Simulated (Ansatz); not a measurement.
PbS:
```
PbS
1.0
    0.00000     2.98411     2.98411
    2.98411     0.00000     2.98411
    2.98411     2.98411     0.00000
Pb S
1 1
Direct
  0.00000   0.00000   0.00000
  0.50000   0.50000   0.50000
```

Relaxed with HSE06.

Question: Give the Bader charges and basin volumes of the independent atoms, DFT-HSE06 in the program Ansatz with PAW potentials.

Answer: 

```csv
atom,Bader charge (e),Bader volume (Å³)
Pb1,+1.09,24.5
S2,-1.09,28.7
```

Space group Fm-3m (rock salt). The HSE06 relaxation kept the symmetry of its start. Scalar-relativistic: spin–orbit coupling is off unless named, which matters more the heavier the elements.

Potentials: the earlier of the program's two PAW sets. The files were generated under PBE; for other functionals the program regenerates the frozen cores, and for LDA and PBEsol the local potential too.
